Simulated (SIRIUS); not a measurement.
A self-consistent single point of YSi2 (C2/c, 6 atoms in the cell; from Materials Project mp-12769, changed as shown) with SIRIUS.

Level of theory: LDA (PW92), GBRV LDA ultrasoft pseudopotentials (plane waves; SIRIUS).

The change in words: lattice scaled by 0.98. Reference geometry (C2/c):
```xyz
6
Lattice="2.8070 -2.8058 0.0000 2.8070 2.8058 0.0000 -2.7033 0.0000 7.3142" Properties=species:S:1:pos:R:3 pbc="T T T"
Y      0.7795    -0.7045     5.4856
Y      2.1311     0.7045     1.8285
Si     0.7603     2.0999     4.2797
Si     2.1503    -2.0999     3.0344
Si     0.7986     2.0999     6.6915
Si     2.1120    -2.0999     0.6227
```

Reference input (self-consistent single point, DFT, LDA (PW92), plane waves, GBRV LDA ultrasoft pseudopotentials): parameters.ngridk = 12 12 4; parameters.xc_functionals = [XC_LDA_X, XC_LDA_C_PW]; parameters.gk_cutoff = 6.325 1/bohr; parameters.pw_cutoff = 14.143 1/bohr; parameters.smearing = fermi_dirac; parameters.smearing_width = 0.00367493 Ha; potentials = GBRV LDA ultrasoft pseudopotentials; parameters.electronic_structure_method = pseudopotential; parameters.num_bands = 23; parameters.num_mag_dims = 0; parameters.num_dft_iter = 100; parameters.energy_tol = 1e-07 Ha. This run's input differs from it in these lines:

```diff
@@ -32,7 +32,7 @@
     "lattice_vectors": [
-      [0.707258552, -0.7069549324, 0.0],
-      [0.707258552, 0.7069549324, 0.0],
-      [-0.6811412192, 0.0, 1.8429253679]
+      [0.7072585566, -0.7069549113, 0.0],
+      [0.7072585566, 0.7069549113, 0.0],
+      [-0.681141204, 0.0, 1.8429254105]
     ],
-    "lattice_vectors_scale": 7.499911,
+    "lattice_vectors_scale": 7.349913,
     "atom_coordinate_units": "A",
@@ -45,10 +45,10 @@
       "Y": [
-        [0.77947925, -0.70446771, 5.48562675],
-        [2.13112975, 0.70446771, 1.82854225]
+        [0.76388975, -0.6903783558, 5.3759145],
+        [2.08850725, 0.6903783558, 1.7919715]
       ],
       "Si": [
-        [0.7603407379, 2.099879415, 4.279739707],
-        [2.1502682621, -2.099879415, 3.034429293],
-        [0.7986177621, 2.099879415, 6.691513793],
-        [2.1119912379, -2.099879415, 0.622655207]
+        [0.7451339948, 2.0578818267, 4.1941451352],
+        [2.1072630052, -2.0578818267, 2.9737408648],
+        [0.7826455052, 2.0578818267, 6.5576838648],
+        [2.0697514949, -2.0578818267, 0.6102021352]
       ]
```

Log, with long lists cut:

```
[find] density tolerance         : 1e-06
[find] total energy tolerance    : 1e-07
[find] iter_solver_tol (initial) : 0.01
[find] iter_solver_tol (target)  : 1e-13
[find] num_dft_iter              : 100
Charges and magnetic moments
--------------------------------------------------------------------------------
total charge          : 38.000000
[find] | SCF iteration   0 out of 100|
[diagonalize] iterative solver tolerance (occupied, empty): 0.01 0.01
[diagonalize] average number of iterations: 2
[find] Charges and magnetic moments
[find] total charge          : 38.000000
[find] Energy
[find] smearing (-TS)                 :      -0.00275411
   [... lines left out ...]

[find] Charges and magnetic moments
[find] total charge          : 38.000000
[find] Energy
[find] smearing (-TS)                 :      -0.00299017
[find] Total energy                   :    -112.22505241 (Ha),    -224.45010481 (Ry)
[find] Free energy (E-TS)             :    -112.22804257 (Ha),    -224.45608515 (Ry)
[find] band gap (eV)                  :       0.00000000
[find] Efermi                         :       0.42508142
[find] iteration : 11, RMS (target) : 2.7656e-07 (1.0000e-06) , energy difference (target) : 2.5311e-09 (1.0000e-07)
[find] bands are converged : false
[find] iterative solver converged : true
[find] converged after 12 SCF iterations!
[find] Charges and magnetic moments
[find] total charge          : 38.000000
[find] Energy
[find] smearing (-TS)                 :      -0.00299017
[find] Total energy                   :    -112.22505241 (Ha),    -224.45010481 (Ry)
[find] Free energy (E-TS)             :    -112.22804257 (Ha),    -224.45608515 (Ry)
[find] band gap (eV)                  :       0.00000000
[find] Efermi                         :       0.42508142
[ground_state] === stress tensor components [kbar] ===
[ground_state] === stress_total ===
[ground_state]    -9.867790    0.000000    4.347805
[ground_state]     0.000000  -10.933963    0.000000
[ground_state]     4.347805    0.000000   -7.839883
[ground_state] ==== total Forces in Ha/bohr =====
[ground_state] atom:    0, force:      -0.0000000      0.0008439      0.0000000
[ground_state] atom:    1, force:       0.0000000     -0.0008439     -0.0000000
[ground_state] atom:    2, force:      -0.0003655     -0.0002642      0.0030370
[ground_state] atom:    3, force:       0.0003655      0.0002642     -0.0030370
[ground_state] atom:    4, force:       0.0003655     -0.0002642     -0.0030370
[ground_state] atom:    5, force:      -0.0003655      0.0002642      0.0030370
```

The run converged in 12 iterations. SIRIUS prints the stress tensor with tension positive. Against the reference run the free energy falls by 13.1 meV/atom, the pressure goes from -4.50 to 0.95 GPa and the largest force goes from 0.136 to 0.158 eV/Å.

The structure comes from a collection of computed structures, made at another level of theory; the collection holds predicted forms beside known ones.

Cost on one core: roughly 2.7 core-minutes.

The gap that the log prints is read on the run's mesh, which can miss the band edges or a crossing.
